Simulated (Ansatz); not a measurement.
Rb$_{2}$NaScCl$_{6}$ in space group Fm-3m (No. 225; Rb on 8c, Na on 4b, Sc on 4a, Cl on 24e), r²SCAN in the plane-wave PAW code Ansatz, all energies at zero smearing, with the estimated change up to a 700 eV cutoff added, with one set of potentials and settings (totals compare only within such a set). Cell of 10 atoms (2 Rb, 1 Na, 1 Sc, 6 Cl): -16709.941 eV.

| element | reference phase | E (eV/atom) |
|---|---|---|
| Rb | Cmcm, 2 atoms in the cell | -3278.0015 |
| Na | C2/m, 3 atoms in the cell | -1488.6146 |
| Sc | P6_3/mmc, 2 atoms in the cell | -2140.5738 |
| Cl | Cmce, 4 atoms in the cell | -1083.6259 |

Formation energy per atom, worked out: (-16709.941 − 2×(-3278.0015) − 1×(-1488.6146) − 1×(-2140.5738) − 6×(-1083.6259))/10 = -2.299 eV/atom (-222 kJ per mol of atoms), at 0 K, without zero-point energy or fitted corrections.

The workflow started from a Materials Project entry (that database holds measured and hypothetical structures alike); the Crystallography Open Database copy checked does not list it. Whether it is the stable phase at ambient conditions was not checked. Symmetry was held in the r²SCAN relaxation; its stability against distortions is not shown here. The run is not spin-polarised. The references are the lowest solids computed at this level, not always the standard phases (solids in place of the gases).

Potentials: the later of the program's two PAW sets.
